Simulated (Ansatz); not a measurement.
## Structures of Si2Sb3: which is lowest?

Plane-wave DFT in Ansatz with scalar-relativistic PAW potentials, cutoff 420 eV, Γ-centred meshes chosen by cell and gap, Gaussian smearing with energies taken to zero width. Every cell was relaxed (cell and atoms) in a run of its own, within the symmetry of its start. Functional: PBE.

Relaxed structures (starts from databases or built by putting these elements on another compound's sites):
A. R-3m, 5 atoms in the computed cell, a = 4.048 Å, c = 25.379 Å; sites (symmetry × multiplicity) Si 3m × 6, Sb -3m × 3 + 3m × 6; start: built
B. P-3m1, 5 atoms in the computed cell, a = 4.982 Å, c = 5.848 Å; sites (symmetry × multiplicity) Si 3m. × 2, Sb -3m. × 1 + 3m. × 2; start: built

**Question.** Rank them by energy. Could pressure change the order?

**Answer.**
```csv
structure,group,E − E(lowest) (meV/atom),V (Å³/atom),gap on mesh (eV)
A,R-3m,0.0,24.01,0.00
B,P-3m1,175,25.15,0.00
```

A is lowest, 175 meV/atom under B. The lowest is also the densest of these, so pressure wouldn't bring one of the others in at first order. Other structures may lie lower than all of these, and vibrations aren't counted.

Spin-orbit coupling is left out, which matters for the bands of heavy elements.